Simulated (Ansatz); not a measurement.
An Ansatz (a first-principles code) input:

Ansatz 0.2 input:
```yaml
crystal:
  lattice:
    - [3.0851397062, 0.0, 0.0]
    - [-1.5425698531, 2.6718093598, 0.0]
    - [0.0, 0.0, 12.9042931219]
  atoms:
    - { symbol: Ti, position: [0.6666666667, 0.3333333333, 0.5892957401] }
    - { symbol: Ti, position: [0.3333333333, 0.6666666667, 0.4107042599] }
    - { symbol: Ti, position: [0.3333333333, 0.6666666667, 0.0892957401] }
    - { symbol: Ti, position: [0.6666666667, 0.3333333333, 0.9107042599] }
    - { symbol: Ge, position: [0.6666666667, 0.3333333333, 0.25] }
    - { symbol: Ge, position: [0.3333333333, 0.6666666667, 0.75] }
    - { symbol: C, position: [0.0, 0.0, 0.5] }
    - { symbol: C, position: [0.0, 0.0, 0.0] }
kpoints:
  mp_grid: { grid: [11, 11, 3] }
  band_path:
    path:
      - [[0.0, 0.0, 0.0], [0.5, 0.0, 0.0], [0.3333333333, 0.3333333333, 0.0], [0.0, 0.0, 0.0], [0.0, 0.0, 0.5], [0.5, 0.0, 0.5], [0.3333333333, 0.3333333333, 0.5], [0.0, 0.0, 0.5]]  # Γ-M-K-Γ-A-L-H-A
      - [[0.5, 0.0, 0.5], [0.5, 0.0, 0.0]]  # L-M
      - [[0.3333333333, 0.3333333333, 0.5], [0.3333333333, 0.3333333333, 0.0]]  # H-K
    npoints: 8
hamiltonian:
  xc: r2scan
  pseudopotentials: { kind: paw }
magnetization: { noncollinear: true, spin_orbit: true }
scf:
  n_extra_bands: 16
  convergence: { dr2_threshold: 0.0000000001 }
  occupations: { method: gaussian, width: 0.05 }
output: { eigenvalues: true }
```

Task: How many symmetry operations and irreducible k-points will the run report?

Result: 24 operations, 32 of 363 k-points.

Task: With a cutoff of 500 eV, how many plane waves at Γ?

Result: 2699.

It took about 3.0 core-minutes (a rough figure) on shared server cores.

Space group P6_3/mmc. The first step of the workflow began from a Materials Project structure, measured or hypothetical; the Crystallography Open Database copy checked does not list it. Whether it is the stable phase at ambient conditions was not checked. Symmetry was held in the r²SCAN relaxation; of distortions, only those at the zone centre were tested. The run is not spin-polarised.

Potentials: the later of the program's two PAW sets.

Ansatz is a plane-wave DFT program.
